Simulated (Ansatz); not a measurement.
# BaAg2As2 under strains and displacements

Computed with Ansatz, DFT PBE, scalar-relativistic, plane waves, PAW.

Cutoff 420 eV; k points 12×12×12 on the computed 5-atom cell (Γ-centred); Gaussian smearing, width 0.10 eV; no spin polarisation.

Reference cell:

```yaml
crystal:
  lattice:
    - [-2.30125, 2.30125, 5.43360]
    - [2.30125, -2.30125, 5.43360]
    - [2.30125, 2.30125, -5.43360]
  atoms:
    - { symbol: Ba, position: [0.00000, 0.00000, 0.00000] }
    - { symbol: Ag, position: [0.75000, 0.25000, 0.50000] }
    - { symbol: Ag, position: [0.25000, 0.75000, 0.50000] }
    - { symbol: As, position: [0.38420, 0.38420, 0.00000] }
    - { symbol: As, position: [0.61580, 0.61580, 0.00000] }
```

Each variant moves atoms of this cell by the vectors given, if any (Å), and then applies a symmetric strain (tensor components, Cartesian axes). The reference cell isn't relaxed at this level. Energies are per atom at zero smearing, counted from the reference cell. Pressure is positive in compression.

1. strain (xx yy zz yz xz xy, %) -1.41 -1.41 1.59 0.00 0.00 0.00; moves: As4 (0.000, 0.000, -0.395); As5 (0.000, 0.000, 0.395)
2. strain (xx yy zz yz xz xy, %) -0.01 -0.01 -9.01 0.00 0.00 0.00; moves: As4 (0.000, 0.000, -0.095); As5 (0.000, 0.000, 0.095)
3. strain (xx yy zz yz xz xy, %) 1.29 1.29 2.79 0.00 0.00 0.00; moves: As4 (0.000, 0.000, -0.237); As5 (0.000, 0.000, 0.237)
4. strain (xx yy zz yz xz xy, %) -0.43 -0.43 8.57 0.00 0.00 0.00; moves: As4 (0.000, 0.000, -0.395); As5 (0.000, 0.000, 0.395)
5. strain (xx yy zz yz xz xy, %) -1.93 -1.93 -0.43 0.00 0.00 0.00; moves: As4 (0.000, 0.000, -0.047); As5 (0.000, 0.000, 0.047)

The reference cell has pressure 2.63 GPa, largest force 0.233 eV/Å and gap none (metal).

```tsv
result	ΔE (meV/atom)	P (GPa)	largest force (eV/Å)
A	51.1	1.22	1.18
B	25.9	6.07	0.44
C	149.0	3.41	1.86
D	216.8	9.74	2.50
E	108.7	10.84	0.52
```

Question: Which variant gave which result?

Answer: A is 3, B is 5, C is 4, D is 1, E is 2.

Spin-orbit coupling is left out, which matters for the bands of heavy elements.